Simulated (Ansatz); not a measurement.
**BaNa₂O₄, a disordered cell**

```yaml
crystal:
  lattice:
    - [6.16120, -0.79696, -0.39183]
    - [1.09265, 6.19607, 0.34809]
    - [-0.82690, -1.02845, 6.63009]
  atoms:
    - { symbol: Na, position: [0.45466, 0.22115, 0.57006] }
    - { symbol: Na, position: [0.38692, 0.75273, 0.39888] }
    - { symbol: O, position: [0.10147, 0.54549, 0.47951] }
    - { symbol: O, position: [0.58526, 0.58010, 0.68453] }
    - { symbol: O, position: [0.13665, 0.19800, 0.30400] }
    - { symbol: O, position: [0.11173, 0.54474, 0.05259] }
    - { symbol: O, position: [0.85774, 0.46564, 0.79209] }
    - { symbol: O, position: [0.57168, 0.65071, 0.06515] }
    - { symbol: O, position: [0.24456, 0.66859, 0.87375] }
    - { symbol: O, position: [0.43385, 0.44682, 0.88442] }
    - { symbol: Na, position: [0.90123, 0.86892, 0.25616] }
    - { symbol: Na, position: [0.74824, 0.42154, 0.31731] }
    - { symbol: Ba, position: [0.41402, 0.06242, 0.02902] }
    - { symbol: Ba, position: [0.87528, 0.90636, 0.75513] }
```

The numbers come from plane-wave PAW DFT (Ansatz): m-r2SCAN, no spin polarisation, 500 eV, 3×3×3 (shifted by 0.5, 0.5, 0 steps) k points, fermi-dirac occupations (width 0.0415 eV). Nothing was relaxed.

Problem. Metal or insulator?

Solution. It is a metal on this mesh, though the bands barely overlap, with about 14 states/eV a cell as the mean within 0.25 eV of the Fermi level, mostly O p (83 %).

Problem. How is the charge shared?

Solution. Bader charges in e: Ba +1.08 to +1.20, Na +0.78 to +0.85, O -1.25 to -0.36. In the mean Ba gives up most and O takes most.

Problem. What does the stress say?

Solution. The pressure is -6.0 GPa (compression positive), so with the atoms held at these fractions the cell would first shrink; the forces are large, so a full relaxation may end otherwise. The principal stresses -16.8, -1.2, -0.2 GPa differ, so its shape would change too.

Problem. Where is the largest force?

Solution. The largest is on O4: 4.05 eV/Å, components (3.52, -0.02, -2.01). It makes 58° with the line to a nearest neighbour, O7 at 1.88 Å.

Origin: a disordered cell, so it need not be a known compound. Caveats: many states at the Fermi level without spin polarisation, so a magnetic state may lie lower; the k mesh is coarse if the cell is a metal; atoms or cell far from equilibrium; m-r2SCAN is r2SCAN with a changed spin dependence that lowers moments.
